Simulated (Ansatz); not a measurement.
The cell below belongs to a search over invented structures; it isn't taken from experiment.

Input and command of a plane-wave DFT calculation in Ansatz:

```yaml
crystal:
  lattice:
    - [5.11102859, 0.0, 0.0]
    - [-2.55551429, 4.42628059, 0.0]
    - [0.0, 0.0, 3.85953268]
  atoms:
    - { symbol: Li, position: [0.0, 0.0, 0.0] }
    - { symbol: Ta, position: [0.66666667, 0.33333333, 0.0] }
    - { symbol: Ta, position: [0.5045495, 0.009099, 0.5] }
    - { symbol: Ta, position: [0.990901, 0.4954505, 0.5] }
    - { symbol: Ta, position: [0.5045495, 0.4954505, 0.5] }
    - { symbol: O, position: [0.33333333, 0.66666667, 0.0] }
basis:
  ecutwfc: 420
kpoints:
  mp_grid: { grid: [6, 6, 4] }
hamiltonian:
  xc: pbe
scf:
  occupations: { method: gaussian, width: 0.1 }
  lower_state_search: "off"
output:
  forces: true
  stress: true
  eigenvalues: true
relax:
  adjacent_minimum: "off"
  f_tol: 0.04
  max_steps: 70
  cell: { stress_tol: 0.4 }
```

```bash
ansatz run input.yaml --threads 1 --pin off --max-ram 2560MiB --backend cpu --events-out ev --progress --plain --runs-dir out
```

Processor: Arm Neoverse V2, 1 thread, on a host shared with other jobs.

Problem. How long does it run, and how much memory does it take?

Solution. About 69 s, peak memory 0.38 GiB. It solves 37 bands at 21 k points (after reduction by symmetry) with about 2277 plane waves (on the last cell), in 67 SCF iterations over 10 ionic steps.
